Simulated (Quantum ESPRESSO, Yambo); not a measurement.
G0W0 results for PtSe$_{2}$/SnS2 heterobilayer

```
CELL_PARAMETERS angstrom
      3.70419     0.00000     0.00000
     -1.85210     3.20792     0.00000
      0.00000     0.00000    25.90000
ATOMIC_POSITIONS crystal
  S  0.66667 0.33333 0.04543
  S  0.33333 0.66667 0.15897
  Se 0.66667 0.33333 0.84103
  Se 0.33333 0.66667 0.94288
  Sn 0.00000 0.00000 0.10224
  Pt 0.00000 0.00000 0.89237
```

The two layers were stacked on one mean lattice constant, in the stacking of the first one's bulk, and relaxed with PBE+D3(BJ) in a cell 25.9 Å high, with the Coulomb interaction truncated along z.

Starting point: PBE (stringent potentials; Quantum ESPRESSO, PseudoDojo norm-conserving, 104 Ry, no spin-orbit coupling). G0W0 in Yambo: 6×6×1 Γ-centred k mesh, bands 27 to 230 and a 6 Ry block in the screening, 230 bands in G with the Bruneval-Gonze terminator, plasmon pole fitted at 27.2 eV, slab-truncated Coulomb interaction, stochastic integration of W near q = 0.

- PBE gap along the band path: 0.32 eV
- PBE gap between the mesh's edge points ((0, 0.167) → M): 0.36 eV
- G0W0 gap between the same points: 0.96 eV
- PBE smallest direct gap on the mesh (at (0, 0.167)): 1.34 eV
- G0W0 direct gap at that point: 2.02 eV

```
k point     band  E PBE (eV)  E QP (eV)  shift (eV)     Z
----------  ----  ----------  ---------  ----------  ----
Γ             VB       -0.19      -0.30       -0.11  0.74
Γ             CB        1.30       1.82        0.52  0.74
(0, 0.167)    VB        0.00      -0.09       -0.09  0.73
(0, 0.167)    CB        1.34       1.92        0.59  0.74
M             VB       -1.43      -1.75       -0.31  0.73
M             CB        0.36       0.87        0.51  0.74
K             VB       -1.04      -1.11       -0.07  0.72
K             CB        1.36       1.95        0.59  0.73
```

Energies count from the PBE valence-band maximum.

Convergence of the G0W0 settings was not tested.

Without spin-orbit coupling, band edges of such heavy elements can be off by tenths of an eV.
